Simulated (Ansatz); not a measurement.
Computed properties of Ti$_{2}$SnC

Ti₂SnC:
```yaml
crystal:
  lattice:
    - [3.16594, 0.00000, 0.00000]
    - [-1.58297, 2.74179, 0.00000]
    - [0.00000, 0.00000, 13.73176]
  atoms:
    - { symbol: Ti, position: [0.33333, 0.66667, 0.08077] }
    - { symbol: Ti, position: [0.66667, 0.33333, 0.91923] }
    - { symbol: Ti, position: [0.66667, 0.33333, 0.58077] }
    - { symbol: Ti, position: [0.33333, 0.66667, 0.41923] }
    - { symbol: Sn, position: [0.33333, 0.66667, 0.75000] }
    - { symbol: Sn, position: [0.66667, 0.33333, 0.25000] }
    - { symbol: C, position: [0.00000, 0.00000, 0.00000] }
    - { symbol: C, position: [0.00000, 0.00000, 0.50000] }
```

Space group P6_3/mmc (No. 194); conventional cell a = b = 3.166 Å, c = 13.732 Å, α = β = 90.00°, γ = 120.00°.

Method: DFT-r²SCAN in the program Ansatz with PAW potentials. Geometry: relaxed at this level of theory. Other levels are named where they apply.

### Cell and energy

| Item | Value |
|---|---|
| Volume per atom | 14.90 Å³ |
| Density | 6.31 g/cm³ |
| Formation energy from the elements (no fitted shifts) | -0.80 eV/atom |

### Electronic structure

| Quantity | Value |
|---|---|
| Electronic character | metallic (no gap) |
| Density of states at the Fermi level | 0.43 states/eV per atom (mean over ±0.08 eV) |
| Gap with spin–orbit coupling | none (metallic) |

### Mechanics

| Quantity | Result |
|---|---|
| Bulk modulus (Birch–Murnaghan fit) | 144 GPa |
| Pressure derivative B′ | 4.6 |
| Elastic constants (relaxed ions, GPa) | C11 = 276, C12 = 85.0, C13 = 74.9, C33 = 280, C44 = 101 |
| Mechanical stability | stable (all eigenvalues of C positive) |
| Hill bulk and shear moduli | 145 and 99.3 GPa |
| Young's modulus | 242 GPa |
| Poisson's ratio | 0.22 |
| Debye temperature from the elastic constants | 531 K |

### Phonons

| Property | Result |
|---|---|
| Highest zone-centre frequency | 610 cm⁻¹ |
| Zone-centre stability | no imaginary mode at Γ |

### Charges

| Property | Value |
|---|---|
| Bader charges | Ti +1.49, Sn -0.88, C -2.11 e |

The first step of the workflow began from a Materials Project structure, measured or hypothetical; the Crystallography Open Database copy checked does not list it. Its standing as an ambient phase is unchecked. The cell was relaxed with r²SCAN under the symmetry of its start. The run is not spin-polarised. As this level gives no gap, shear constants depend on the k-mesh and smearing (Fermi–Dirac, 0.1 eV here). As this level gives no gap, phonon frequencies hold no LO–TO term and depend on the k-mesh and smearing (Fermi–Dirac, 0.1 eV here). The references are the lowest solids computed at this level, not always the standard phases. Scalar-relativistic: spin–orbit coupling is off unless named, which matters more the heavier the elements.

Potentials: the earlier of the program's two PAW sets.
